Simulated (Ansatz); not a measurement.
Pd, hcp: geometry optimisation

The calculation used DFT, LDA (PW92), plane waves (420 eV) with PAW, scalar-relativistic (Ansatz). The PAW files were generated under PBE, with cores re-solved for the functional.

k-point mesh 13×13×7, Fermi-Dirac smearing 0.1 eV, no spin polarisation. Cell and atoms relax.

Starting structure:

```yaml
crystal:
  lattice:
    - [2.7505001182, 0.0, 0.0]
    - [-1.3752500591, 2.3820029755, 0.0]
    - [0.0, 0.0, 4.4915666931]
  atoms:
    - { symbol: Pd, position: [0.3333333333, 0.6666666667, 0.25] }
    - { symbol: Pd, position: [0.6666666667, 0.3333333333, 0.75] }
hamiltonian:
  xc: lda
  pseudopotentials:
    kind: paw
    azcp:
      Pd: "pseudopotentials/Pd.paw.azcp"
basis:
  ecutwfc: 420
  fft_grid_basis: typed
kpoints:
  mp_grid: { grid: [13, 13, 7], shift: [0, 0, 0] }
magnetization:
  spin_polarized: false
scf:
  occupations: { method: fermi_dirac, width: 0.1 }
relax:
  max_steps: 60
  f_tol: 0.01
  cell: {}
```

Problem. What cell does the relaxation end in?

Solution. P6_3/mmc with a = 2.699 Å, c = 4.511 Å (c/a = 1.671); 14.23 Å³ per atom against 14.71 at the start (-3.3 %).

Problem. How much energy does the relaxation gain?

Solution. 12.7 meV per atom.

Path of the relaxation (the plane waves are chosen anew near the end, which can shift the energy a little):

```tsv
step	E − E(final) (meV/atom)	V (Å³/atom)	P (GPa)	max force (eV/Å)
0	12.74	14.714	-6.65	0.000
1	8.48	13.832	6.87	0.000
2	0.30	14.251	-0.26	0.000
3	0.01	14.233	0.00	0.000
4	-0.10	14.234	-0.01	0.000
5	0.00	14.234	0.00	0.000
```
